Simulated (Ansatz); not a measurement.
SiC (wurtzite, P6_3mc) at seven volumes, the program Ansatz at the PBE level (PAW), shape and atoms relaxed at each. One row is withheld.

```json
[
 {"V (Å³/atom)": "9.558", "P (GPa)": "24.17"},
 {"V (Å³/atom)": "9.873", "P (GPa)": "14.89"},
 {"V (Å³/atom)": "10.188", "P (GPa)": "6.89"},
 {"V (Å³/atom)": "10.503", "P (GPa)": "-0.01"},
 {"V (Å³/atom)": "10.818", "P (GPa)": "-5.96"},
 {"V (Å³/atom)": "11.133", "P (GPa)": "?"},
 {"V (Å³/atom)": "11.449", "P (GPa)": "-15.49"}
]
```

Problem. Fit the shown pressures and predict the withheld one.

Solution. P = (3/2)B₀(x^(7/2) − x^(5/2))[1 + (3/4)(B′ − 4)(x − 1)] with x = (V₀/V)^(2/3). Least squares on the six rows gives V₀ = 10.503 Å³/atom, B₀ = 213 GPa, B′ = 3.95. At V = 11.133, x = 0.9619 and P = -11.06 GPa. The run itself gave -11.08 GPa.

Symmetry was held in the PBE relaxation.

Potentials: the later of the program's two PAW sets.
